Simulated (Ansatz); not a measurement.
RbHoSe$_{2}$, first-principles data

RbHoSe2:
```xyz
4
Lattice="2.0881 1.2055 7.8289 -2.0881 1.2055 7.8289 0.0000 -2.4111 7.8289" Properties=species:S:1:pos:R:3 pbc="T T T"
Se     0.0000     0.0000     5.4438
Se     0.0000     0.0000    18.0429
Ho     0.0000     0.0000    11.7434
Rb     0.0000     0.0000     0.0000
```
The run is spin-polarised; directions of the spins, atom by atom: 0 0 ↑ 0.

Space group R-3m (No. 166); conventional cell a = 4.176 Å, b = 4.176 Å, c = 23.487 Å, α = 90.00°, β = 90.00°, γ = 120.00°.

Method: PBEsol (plane waves, PAW; program Ansatz). The cell and atoms are relaxed at this level. Other levels are named where they apply.

### Cell and energy

* **Volume per atom**: 29.56 Å³
* **Density**: 5.73 g/cm³

### Electronic structure

- Band gap: 0.23 eV (indirect)
- Valence-band maximum: at Γ
- Conduction-band minimum: at L (3 equivalent valleys)
- Smallest direct gap on the standard path: 0.56 eV
- Hole effective mass, band 1 of 2 at the edge: 0.70 along x, 2.0 along z (mₑ)
- Hole effective mass, band 2 of 2 at the edge: 0.18 along x, 2.0 along z (mₑ)

### Magnetism

* **Magnetic order**: ferromagnetic
* **Net moment**: 1.00 μB per atom

### Charges

- Bader charges = Se -1.22, Ho +1.68, Rb +0.75 e

The measured cell (COD 4318776, doi:10.1021/ic020324j; 273 K, pressure taken as ambient) has 29.92 Å³ per atom; the computed volume differs by -1.2 %, which includes thermal expansion and zero-point motion.

The workflow started from an entry of the Crystallography Open Database (COD, 273 K). Its standing as an ambient phase is unchecked. Symmetry was held in the PBEsol relaxation; whether a distortion lowers the energy is not shown. The final state is ferromagnetic, the only order run, not a proven ground state. The cell computed holds one magnetic atom, so no antiferromagnetic order was within reach. Caveat: open 4f shells can settle in a state that is not the lowest. No Hubbard U is applied. Spin–orbit coupling is left out wherever it is not named.

Potentials: the later of the program's two PAW sets.
